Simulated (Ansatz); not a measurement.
La2CuSi3 in space group P-6m2 (No. 187; Pearson symbol hP6), PBE in the plane-wave PAW code Ansatz, all energies at zero smearing, with the estimated change up to a 700 eV cutoff added, with one set of potentials and settings (totals compare only within such a set). Cell of 6 atoms (2 La, 3 Si, 1 Cu): -21036.813 eV.

```tsv
element	reference phase	E (eV/atom)
La	P6_3/mmc, 4 atoms in the cell	-6250.0953
Si	Fd-3m, 2 atoms in the cell	-635.8096
Cu	Fm-3m, 1 atoms in the cell	-6625.1757
```

Formation energy per atom, worked out: (-21036.813 − 2×(-6250.0953) − 3×(-635.8096) − 1×(-6625.1757))/6 = -0.670 eV/atom (-65 kJ per mol of atoms), at 0 K, without zero-point energy or fitted corrections.

The workflow started from a Materials Project entry (that database holds measured and hypothetical structures alike); the Crystallography Open Database copy checked does not list it. With Si and Cu taken as one species the cell has the higher symmetry P6/mmm, so it may be an ordered model of a mixed-site phase. Whether it is the stable phase at ambient conditions was not checked. The cell was relaxed with PBE under the symmetry of its start; its stability against distortions is not shown here. No spin polarisation was allowed. The references are the lowest solids computed at this level, not always the standard phases. Scalar-relativistic: spin–orbit coupling is off unless named, which matters more the heavier the elements.

Potentials: the later of the program's two PAW sets.
